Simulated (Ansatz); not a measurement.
CdS (wurtzite), relaxed with HSE06 (Ansatz, an electronic-structure program, plane waves, PAW): a = b = 4.1702 Å, c = 6.7757 Å, α = β = 90.00°, γ = 120.00°.

- gap (eV) = 2.18
- B₀ by P(V) fit (GPa) = 59.3

Task: The same phase is relaxed and computed with PBE in the same code. What are the cell and these values now?

Result: a = b = 4.197 Å, c = 6.829 Å, α = β = 90.00°, γ = 120.00°.

- gap (eV) = 1.11
- B₀ by P(V) fit (GPa) = 53.2

All cells were relaxed under the symmetry of their starts (and spin orders); stability against distortions was not tested throughout. Spin–orbit coupling is left out wherever it is not named.

Potentials: the earlier of the program's two PAW sets. The files were generated under PBE; for other functionals the program regenerates the frozen cores, and for LDA and PBEsol the local potential too.

Ansatz is a plane-wave DFT program.
